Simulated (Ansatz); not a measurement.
Relaxed candidate structures of CsAu:

A. Pm-3m (No. 221), cP2, CsCl type; a = 4.275 Å, b = 4.275 Å, c = 4.275 Å, α = 90.00°, β = 90.00°, γ = 90.00°; Cs 1b (0.500, 0.500, 0.500); Au 1a (0.000, 0.000, 0.000)

B. P6₃/mmc (No. 194), hP4, NiAs type; a = b = 5.050 Å, c = 8.597 Å, α = β = 90.00°, γ = 120.00°; Au 2a (0.000, 0.000, 0.000); Cs 2d (0.667, 0.333, 0.250)

Task: Put the candidates in order of energy per atom, lowest first, for r2SCAN (plane waves to 500 eV, PAW, scalar-relativistic; Ansatz, a first-principles code).

Result: A (reference, the lowest among the structures calculated here), B (+0.060 eV/atom)

Task: Give each candidate's band gap.

Result: No candidate is metallic. A: 1.32 eV (no spin-orbit coupling); B: 2.13 eV (no spin-orbit coupling).

Each run could gain symmetry but not lose that of its start, so entries can be saddle points. From databases, or of a type measured for this composition: Pm-3m, cP2, CsCl type; the others are generated cells (placed on structure types, drawn at random, substituted or restacked) that were not matched to a known phase here. Energies are at zero temperature and pressure, without zero-point motion. Each cell has its own k-point mesh; energy differences are given only to the digits this allows. No spin polarisation in the result. Without spin-orbit coupling the bands of the heavy element are not split, so the gap can be far off.
